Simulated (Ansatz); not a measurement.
Question: Name crystals whose computed values (the program Ansatz at the PBEsol level (PAW)) fall in these windows: B₀ by P(V) fit (GPa) 23 to 32; electron conductivity mass (mₑ) 0.40 to 0.54; gap (eV) 0.37 to 0.52.

Answer: 

```json
[
 {"crystal": "TePb, zinc blende", "B₀ by P(V) fit (GPa)": "27.4", "electron conductivity mass (mₑ)": "0.47", "gap (eV)": "0.45"}
]
```
Others may fit too.

Typed or built starts, not in the databases checked: TePb, zinc blende. Not the usual ambient phase: TePb, zinc blende. Unstable at this level: TePb, zinc blende. The cell was relaxed under the symmetry of its start. Scalar-relativistic: spin–orbit coupling is off unless named, which matters more the heavier the elements.

Potentials: the earlier of the program's two PAW sets. The files were generated under PBE; for other functionals the program regenerates the frozen cores, and for LDA and PBEsol the local potential too.
